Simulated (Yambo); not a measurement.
Yambo run on a free-standing SnO monolayer (symmetry P4/nmm, slab cell 15.3 Å high). The wavefunctions are PBE (stringent potentials; pw.x of Quantum ESPRESSO, ONCV potentials, scalar-relativistic) ones on a 4×4×1 mesh (28 occupied bands); a = b = 3.785 Å, c = 15.300 Å, α = β = γ = 90.00°.

Yambo input:

```
rim_cut
HF_and_locXC
RandQpts= 1000000
RandGvec= 2 Ry
CUTGeo= "slab z"
EXXRLvcs= 102 Ry
VXCRLvcs= 408 Ry
% QPkrange
 1 | 1 | 28 | 29 |
 2 | 2 | 28 | 29 |
 3 | 3 | 28 | 29 |
 6 | 6 | 28 | 29 |
%
```

k points by index: 1 = Γ, 2 = (0, 0.25), 3 = X, 6 = M.

Resulting energies as the program prints them:

```
#    K-point    Band    Eo [eV]    Ehf [eV]    Vxc [eV]    Vnlxc [eV]
#
    1    28    -0.050965    -3.178364    -14.65736    -17.78476
    1    29    3.273512    6.897491    -10.08383    -6.459852
    2    28    0.000000    -2.992706    -14.90688    -17.89959
    2    29    4.077242    7.993846    -10.55844    -6.641839
    3    28    -0.515227    -3.511570    -14.42327    -17.41962
    3    29    3.239138    6.530149    -10.38683    -7.095814
    6    28    -0.615889    -3.084944    -13.65271    -16.12177
    6    29    3.189699    6.996512    -10.31110    -6.504288
```
Exchange alone, without screening.

Spin-orbit coupling is not included.

Geometry relaxed with PBEsol.

This is a model layer cut from the bulk structure; whether it is stable on its own was not checked.
